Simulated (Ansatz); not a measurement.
Given:

Starting cell, Ag (fcc, Cu type):

```
CELL_PARAMETERS angstrom
      0.00000     4.14857     4.14857
      2.07429     2.07429     4.14857
      2.07429     2.07429     0.00000
ATOMIC_POSITIONS crystal
  Ag 0.00000 0.00000 0.00000
  Ag 0.50000 0.00000 0.00000
```

The atoms are displaced by Q × the pattern below (from a DFPT mode at X = (0.5, 0.5, 0.0), largest move 1; Q in Å), at fixed cell. (q is in reciprocal vectors of the primitive cell; the cell shown is doubled to hold the pattern.)

| atom | x | y | z |
|---|---|---|---|
| Ag1 | 0.000 | 0.000 | -1.000 |
| Ag2 | 0.000 | 0.000 | 1.000 |

Calculation: PBE (plane waves to 420 eV, PAW, scalar-relativistic; Ansatz, an electronic-structure program). k mesh 19×19×19 (Γ-centred), Fermi-Dirac smearing 0.05 eV. Energies are smeared free energies. With partly filled bands, energies and forces of such displacements shift with the k mesh and the smearing. Ag was relaxed with its symmetry unable to fall. The zero of ΔE is the undisplaced structure.

The scan covers Q from -0.100 to 0.100 Å in 13 points.

Task: Which space group does the distorted structure have?

Result: P4/nmm (No. 129), lowered from Fm-3m.

Task: What is the energy change at Q = 0.100 Å?

Result: 97 meV/cell.

Task: What harmonic wavenumber does the curvature at Q = 0 give?

Result: 155 cm⁻¹.

(A displaced cell: forces are minus the slopes of the energy, force constants its curvatures, and phonons follow from these.)
